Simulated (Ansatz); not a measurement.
**Structure relaxation, Au**

The start is a relaxed Au cell displaced along its unstable phonon at q = (½, ½, 0) of its primitive reciprocal cell (38i cm⁻¹), largest move 0.15 Å. Cell shape, volume and atoms are optimised at zero target pressure with PBEsol (plane waves to 420 eV, PAW, scalar-relativistic; Ansatz, a quantum-chemistry and plane-wave program). First-step values are on the input's coarse k-mesh.

Ansatz input (later rounds restart from its end on a renewed k-mesh):
Ansatz 0.2 input:
```yaml
crystal:
  lattice:
    - [0, 6.0246230832, 6.0246230832]
    - [3.0123115416, 3.0123115416, 6.0246230832]
    - [3.0123115416, 3.0123115416, 0]
  atoms:
    - { symbol: Au, position: [0.020390332, 0.729609668, 0.7212939457] }
    - { symbol: Au, position: [0.479609668, 0.770390332, 0.7787060543] }
    - { symbol: Au, position: [-0.020390332, 0.520390332, 0.4712939457] }
    - { symbol: Au, position: [0.520390332, 0.479609668, 0.5287060543] }
basis: { ecutwfc: 420, ecutrho_ratio: 4, xc_grid: 2, fft_grid_basis: typed }
kpoints: { mp_grid: { grid: [9, 9, 9] } }
hamiltonian:
  xc: pbesol
  dispersion: none
  pseudopotentials: { azcp: { folder: ./paw }, kind: paw }
scf: { occupations: { method: fermi_dirac, width: 0.05 } }
relax: { f_tol: 0.01, max_steps: 100, cell: { stress_tol: 0.02 } }
output: { forces: true, stress: true }
```

Question: What is the largest force in the starting geometry, and on which atom (counted from 1)?

Answer: 0.14 eV/Å, on Au1, Au2, Au3, Au4 (atoms numbered as listed).

Question: How much energy is released per atom?

Answer: 0.93 eV/atom.

Question: How does the volume per atom move from start to end?

Answer: -37.8 %, from 27.33 to 17.01 Å³/atom.

Question: How do the shortest distances between atoms change?

Answer: The closest pairs of elements (up to four, under 3.6 Å), start → end: Au–Au 2.61 → 2.89 Å.

Question: Give the final cell and atomic positions.

Answer: 
```cif
data_Au4
_chemical_formula_sum 'Au4'
_space_group_name_H-M_alt 'Fm-3m'
_space_group_IT_number 225
_space_group_name_Hall '-F 4 2 3'
_cell_length_a 4.08285
_cell_length_b 4.08285
_cell_length_c 4.08285
_cell_angle_alpha 90.000
_cell_angle_beta 90.000
_cell_angle_gamma 90.000
loop_
_atom_site_label
_atom_site_type_symbol
_atom_site_symmetry_multiplicity
_atom_site_Wyckoff_symbol
_atom_site_fract_x
_atom_site_fract_y
_atom_site_fract_z
_atom_site_occupancy
Au1 Au 4 a 0.00000 0.00000 0.00000 1
```
(The calculation used a cell of 1 atom; values per cell refer to that cell.)

Final values are on a 22×22×22 k-mesh of the relaxed cell. No spin polarisation in the result.

The run could not lose the symmetry of its start.

Of the parent cell (Fd-3m (No. 227)): it is a generated cell of Au: the first start was made by placing the elements on the sites of a structure type, and the end was not matched to a known phase here, so it may be hypothetical. Known forms of Au include space group No. 225.
